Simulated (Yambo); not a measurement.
```
CELL_PARAMETERS angstrom
      3.10691     0.00000     0.00000
     -1.55346     2.69066     0.00000
      0.00000     0.00000     5.03809
ATOMIC_POSITIONS crystal
  C  0.33333 0.66667 0.87606
  C  0.66667 0.33333 0.37606
  Si 0.33333 0.66667 0.49894
  Si 0.66667 0.33333 0.99894
```

Response from Yambo on PBEsol (Quantum ESPRESSO, PseudoDojo norm-conserving, 82 Ry, scalar-relativistic) bands: 15×15×8 mesh, 31 bands, 4 Ry local-field block, 0.2 eV broadening.

Task: Give the static electronic dielectric constant without and with local fields along each axis.

Result: 
| field along | ε(0), independent particles | ε(0), RPA with local fields | refractive index √ε |
|---|---|---|---|
| x | 7.36 | 6.86 | 2.62 |
| z | 7.62 | 7.24 | 2.69 |
Electronic (clamped-ion) response only. PBEsol gaps are usually too small, which raises these values. Convergence of the RPA response with its 15×15×8 mesh was not tested. x, y and z are Cartesian axes of the cell as given.

Geometry strained from the cell relaxed with PBEsol, atoms relaxed again.
